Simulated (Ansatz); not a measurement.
## Ansatz run, LaTaGeO5

input.yaml (Ansatz 0.2.0)

```yaml
crystal:
  lattice:
    - [3.562528, 4.641087, 0.0]
    - [3.562528, -4.641087, 0.0]
    - [3.237428, 0.0, -6.990416]
  atoms:
    - { symbol: Ge, position: [0.3175, 0.6825, 0.75] }
    - { symbol: Ge, position: [0.6825, 0.3175, 0.25] }
    - { symbol: O, position: [0.3034, 0.893, 0.8873] }
    - { symbol: O, position: [0.107, 0.6966, 0.6127] }
    - { symbol: O, position: [0.6966, 0.107, 0.1127] }
    - { symbol: O, position: [0.893, 0.3034, 0.3873] }
    - { symbol: La, position: [0.3301, 0.6699, 0.25] }
    - { symbol: La, position: [0.6699, 0.3301, 0.75] }
    - { symbol: O, position: [0.0646, 0.9354, 0.25] }
    - { symbol: O, position: [0.9354, 0.0646, 0.75] }
    - { symbol: Ta, position: [0.0, 0.0, 0.0] }
    - { symbol: Ta, position: [0.0, 0.0, 0.5] }
    - { symbol: O, position: [0.6338, 0.7566, 0.5891] }
    - { symbol: O, position: [0.2434, 0.3662, 0.9109] }
    - { symbol: O, position: [0.3662, 0.2434, 0.4109] }
    - { symbol: O, position: [0.7566, 0.6338, 0.0891] }
  symmetry: { tolerance: 0.0003 }
kpoints:
  mp_grid: { grid: [5, 5, 4], shift: [0, 0, 0] }
magnetization:
  spin_polarized: false
scf:
  occupations: { method: fermi_dirac }
  lower_state_search: "off"
  max_iter: 200
hamiltonian:
  pseudopotentials: { kind: paw }
  xc: r2scan
basis:
  ecutwfc: 500
  fft_grid_basis: typed
output:
  forces: true
  stress: true
  eigenvalues: true
  bader: true
  populations: true
  elf: true
  write_potential: true
  volumetric_format: npy
  dos:
    e_range: [-12, 8]
    de: 0.05
    projected: { site_lists: { Ge: [Ge], La: [La], O: [O], Ta: [Ta] } }
checkpoint:
  read: saved_state
```

The run starts from an earlier solution of this cell. 

Parts of the output:

```
Free energy (F): -46723.5960 eV
Harris-Foulkes:  -46723.5960 eV  (|F-HF|=5.82e-10)
Internal energy: -46723.3117 eV  (E = F + TS)
E sigma→0 (E₀):  -46723.4539 eV
Entropy (-TS):   -0.2844 eV (-17.772 meV/atom)
Fermi energy:    12.5215 eV
--- Forces (eV/Å), atoms counted from 1 ---
  atom   1  Ge     0.0000    -0.7233     0.0000
  atom   2  Ge     0.0000     0.7233     0.0000
  atom   3  O      0.7320     0.0241    -0.3294
  atom   4  O     -0.7320     0.0241     0.3294
  atom   5  O     -0.7320    -0.0241     0.3294
  atom   6  O      0.7320    -0.0241    -0.3294
  atom   7  La     0.0000    -0.6547     0.0000
  atom   8  La     0.0000     0.6547     0.0000
  atom   9  O      0.0000    -0.3353     0.0000
  atom  10  O      0.0000     0.3353     0.0000
  atom  11  Ta     0.0000     0.0000     0.0000
  atom  12  Ta     0.0000     0.0000     0.0000
  atom  13  O     -0.4151     0.5408    -0.2502
  atom  14  O      0.4151     0.5408     0.2502
  atom  15  O      0.4151    -0.5408     0.2502
  atom  16  O     -0.4151    -0.5408    -0.2502
--- Stress (GPa, compression-positive) ---
       -2.6104       0.0000      -1.4134
        0.0000       0.0679       0.0000
       -1.4134       0.0000      -4.4678
  P = ⅓ Tr σ = -2.3368 GPa (-23.368 kbar)
--- Löwdin populations: 16 sites ---
  site symbol       q [e]
     0     Ge     12.6886
     1     Ge     12.6886
     2      O      6.7227
     3      O      6.7227
     4      O      6.7227
     5      O      6.7227
     6     La      9.9208
     7     La      9.9208
     8      O      6.6863
     9      O      6.6863
    10     Ta     11.5160
    11     Ta     11.5160
    12      O      6.7332
    13      O      6.7332
    14      O      6.7332
    15      O      6.7332
  spilling = 0.0041 (of n_electrons = 136.0000)
```

Total energies depend on the potentials used, so only differences within one code and one set of settings carry meaning.

Origin: a known structure type with other elements, at an estimated volume, so it need not be a known compound. Caveats: many states at the Fermi level without spin polarisation, so a magnetic state may lie lower; f levels without a U or exact exchange are poorly placed.
